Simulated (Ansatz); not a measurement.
# KMgF₃: pressure and gap against volume

A database entry relaxed whole under r2SCAN (Pm-3m):

```
K Mg F
1.0
     3.98367    0.00000    0.00000
     0.00000    3.98367    0.00000
     0.00000    0.00000    3.98367
K Mg F
1 1 3
Cartesian
  1.9918 1.9918 1.9918
  0.0000 0.0000 0.0000
  1.9918 0.0000 0.0000
  0.0000 1.9918 0.0000
  0.0000 0.0000 1.9918
```

The cell was scaled uniformly, its shape held, and the atoms relaxed at each volume with plane-wave PAW DFT (Ansatz 0.2.0; r2SCAN, 500 eV, 8×8×8 Γ-centred mesh, fermi-dirac occupations of width 0.020 eV; no spin, no spin-orbit coupling). One row is withheld.

```tsv
volume (Å³/atom)	energy over the lowest (meV/atom)	pressure (GPa)	gap over mesh and path (eV)
11.885	12.4	5.54	8.796
12.138	?	?	?
12.391	1.3	1.65	8.450
12.644	0.0	0.00	8.289
12.897	1.2	-1.47	8.134
13.150	4.6	-2.80	7.987
13.402	9.9	-3.98	7.845
```

**Question.** Fit the pressures of the other rows to the third-order Birch-Murnaghan form.

**Answer.** With f = [(V₀/V)^(2/3) − 1]/2 and P = 3B₀f(1 + 2f)^(5/2)[1 + 3(B₀′ − 4)f/2], least squares gives V₀ = 12.64 Å³ an atom, B₀ = 77.9 GPa and B₀′ = 4.5; the rows miss the fit by less than 0.01 GPa. The slope of the energies differs from these pressures by less than 0.05 GPa.

**Question.** How does the gap move with volume?

**Answer.** A parabola in ln(V/V₀) through the other rows has the slope dE_g/d ln V = -7.9 eV at V₀, so by B₀ the gap moves by +101 meV a GPa: it widens under pressure.

**Question.** What does the withheld row hold?

**Answer.** The fit gives 3.48 GPa at 12.138 Å³; the run gave 3.48 GPa and 5.3 meV an atom. Its gap is 8.619 eV, against 8.619 eV from the parabola.

Caveats: the shape of the cell was held; 0 K, fixed nuclei; the symmetry was kept, and this need not be the phase that is stable at 0 K; one mesh for all volumes; r2SCAN gaps lie as a rule under measured ones; the slope of the gap can be off by tens of per cent, more where shallow d levels or spin-orbit coupling act on the edges; pressure is positive in compression.
